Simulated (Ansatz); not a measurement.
## WCl₂F₄: rattling a relaxed structure

The structure comes from a proposed guess, relaxed at this level; another structure or a mixture of phases may lie lower.

Computed with Ansatz 0.2.0, DFT PBE, scalar-relativistic, plane waves, PAW. Plane waves to 420 eV, a k mesh through Γ of 6×6×4 on the computed 7-atom cell and Gaussian smearing (0.02 eV); no spin polarisation.

The cell below (7 atoms, space group P-1 (No. 2)) is relaxed within its symmetry.

```xyz
7
Lattice="6.0314 -0.0202 -0.1620 2.9433 5.4661 -0.0570 2.5745 1.7668 5.5622" Properties=species:S:1:pos:R:3 pbc="T T T"
W     0.0000    0.0000    0.0000
Cl    4.1068    4.1088    1.3715
Cl    7.4423    3.1039    3.9718
F     4.0160    1.7618    4.3830
F     6.7332    1.4785    0.6919
F     4.8160    5.7342    4.6513
F     7.5331    5.4509    0.9602
```

For the test it was strained at random (σ = 1.5 % a component), the atoms were moved at random (σ = 0.05 Å), and all was relaxed again on a coarse 4×4×4 mesh (in the run’s order of axes) with 0.10 eV smearing, with no symmetry imposed.

Weakly bound directions are ill-defined at this level, which has no dispersion term. These runs have no spin–orbit coupling, which can matter for W.

Q: Does it come back?

A: It returns, within 1 meV/atom of the unmoved cell on that mesh and with the same symmetry when read at 0.1 Å. No instability shows in this cell; modes of other wave vectors, which need another repeat, aren't tested.
